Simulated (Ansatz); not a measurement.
BN:
```cif
data_BN
_chemical_formula_sum 'B1 N1'
_space_group_name_H-M_alt 'P 1'
_space_group_IT_number 1
_cell_length_a 2.54919
_cell_length_b 2.54919
_cell_length_c 2.54919
_cell_angle_alpha 60.000
_cell_angle_beta 60.000
_cell_angle_gamma 60.000
loop_
_space_group_symop_operation_xyz
  'x, y, z'
loop_
_atom_site_label
_atom_site_type_symbol
_atom_site_fract_x
_atom_site_fract_y
_atom_site_fract_z
_atom_site_occupancy
B1 B 0.00000 0.00000 0.00000 1
N1 N 0.25000 0.25000 0.25000 1
```

Relaxed with PBEsol.

Which orbitals make up the states near the band edges in PBEsol in the plane-wave PAW code Ansatz?

Top 1 eV of the valence band: N 2p 84 %, B 2p 15 %. Bottom 1 eV of the conduction band: B 2p 54 %, N 2s 32 %, outside the projected shells 10 %. Projections are on Löwdin-orthogonalised atomic valence shells; empty p or d shells of many metals are not among them.

Tabulate the density of states.

States/eV per cell of 2 atoms, in 0.25 eV bins, energy from the valence-band maximum.

| E (eV) | total | N 2p | B 2p | N 2s |
|---|---|---|---|---|
| -7.85 | 0.40 | 0.24 | 0.07 | 0.03 |
| -7.60 | 0.35 | 0.21 | 0.07 | 0.03 |
| -7.35 | 0.41 | 0.25 | 0.09 | 0.03 |
| -7.10 | 0.50 | 0.31 | 0.11 | 0.03 |
| -6.85 | 0.51 | 0.32 | 0.12 | 0.03 |
| -6.60 | 0.53 | 0.33 | 0.12 | 0.03 |
| -6.35 | 0.54 | 0.34 | 0.13 | 0.02 |
| -6.10 | 0.58 | 0.36 | 0.14 | 0.02 |
| -5.85 | 0.62 | 0.39 | 0.16 | 0.02 |
| -5.60 | 0.65 | 0.41 | 0.17 | 0.02 |
| -5.35 | 0.70 | 0.45 | 0.19 | 0.02 |
| -5.10 | 0.80 | 0.52 | 0.22 | 0.02 |
| -4.85 | 0.91 | 0.59 | 0.26 | 0.02 |
| -4.60 | 0.89 | 0.58 | 0.25 | 0.02 |
| -4.35 | 0.87 | 0.58 | 0.24 | 0.02 |
| -4.10 | 0.87 | 0.58 | 0.24 | 0.02 |
| -3.85 | 0.85 | 0.58 | 0.23 | 0.01 |
| -3.60 | 0.84 | 0.58 | 0.22 | 0.01 |
| -3.35 | 0.83 | 0.58 | 0.22 | 0.01 |
| -3.10 | 0.82 | 0.58 | 0.21 | 0.01 |
| -2.85 | 0.81 | 0.58 | 0.20 | 0.01 |
| -2.60 | 0.80 | 0.58 | 0.19 | 0.01 |
| -2.35 | 0.79 | 0.58 | 0.19 | 0.01 |
| -2.10 | 0.78 | 0.59 | 0.18 | 0.01 |
| -1.85 | 0.61 | 0.46 | 0.13 | 0.01 |
| -1.60 | 0.48 | 0.37 | 0.10 | 0.00 |
| -1.35 | 0.40 | 0.32 | 0.07 | 0.00 |
| -1.10 | 0.33 | 0.27 | 0.06 | 0.00 |
| -0.85 | 0.28 | 0.23 | 0.04 | 0.00 |
| -0.60 | 0.21 | 0.18 | 0.03 | 0.00 |
| -0.35 | 0.16 | 0.13 | 0.02 | 0.00 |
| -0.10 | 0.06 | 0.05 | 0.01 | 0.00 |
| 0.15 | 0.00 | 0.00 | 0.00 | 0.00 |
| 0.40 | 0.00 | 0.00 | 0.00 | 0.00 |
| 0.65 | 0.00 | 0.00 | 0.00 | 0.00 |
| 0.90 | 0.00 | 0.00 | 0.00 | 0.00 |
| 1.15 | 0.00 | 0.00 | 0.00 | 0.00 |
| 1.40 | 0.00 | 0.00 | 0.00 | 0.00 |
| 1.65 | 0.00 | 0.00 | 0.00 | 0.00 |
| 1.90 | 0.00 | 0.00 | 0.00 | 0.00 |
| 2.15 | 0.00 | 0.00 | 0.00 | 0.00 |
| 2.40 | 0.00 | 0.00 | 0.00 | 0.00 |
| 2.65 | 0.00 | 0.00 | 0.00 | 0.00 |
| 2.90 | 0.00 | 0.00 | 0.00 | 0.00 |
| 3.15 | 0.00 | 0.00 | 0.00 | 0.00 |
| 3.40 | 0.00 | 0.00 | 0.00 | 0.00 |
| 3.65 | 0.00 | 0.00 | 0.00 | 0.00 |
| 3.90 | 0.00 | 0.00 | 0.00 | 0.00 |
| 4.15 | 0.00 | 0.00 | 0.00 | 0.00 |
| 4.40 | 0.01 | 0.00 | 0.01 | 0.00 |
| 4.65 | 0.04 | 0.00 | 0.02 | 0.01 |
| 4.90 | 0.06 | 0.00 | 0.03 | 0.02 |
| 5.15 | 0.08 | 0.00 | 0.04 | 0.02 |
| 5.40 | 0.09 | 0.00 | 0.05 | 0.03 |
| 5.65 | 0.11 | 0.01 | 0.06 | 0.03 |
| 5.90 | 0.13 | 0.01 | 0.07 | 0.04 |
| 6.15 | 0.15 | 0.01 | 0.08 | 0.04 |
| 6.40 | 0.18 | 0.02 | 0.09 | 0.04 |
| 6.65 | 0.20 | 0.02 | 0.11 | 0.05 |
| 6.90 | 0.23 | 0.03 | 0.12 | 0.05 |
| 7.15 | 0.26 | 0.03 | 0.14 | 0.05 |
| 7.40 | 0.30 | 0.04 | 0.16 | 0.06 |
| 7.65 | 0.33 | 0.04 | 0.18 | 0.06 |
| 7.90 | 0.38 | 0.05 | 0.20 | 0.06 |
| 8.15 | 0.42 | 0.06 | 0.23 | 0.06 |
| 8.40 | 0.48 | 0.08 | 0.26 | 0.06 |
| 8.65 | 0.55 | 0.09 | 0.31 | 0.07 |
| 8.90 | 0.67 | 0.12 | 0.38 | 0.07 |
| 9.15 | 0.84 | 0.17 | 0.46 | 0.07 |

Space group F-43m (zinc blende). The PBEsol relaxation kept the symmetry of its start.

Potentials: the earlier of the program's two PAW sets. The files were generated under PBE; for other functionals the program regenerates the frozen cores, and for LDA and PBEsol the local potential too.
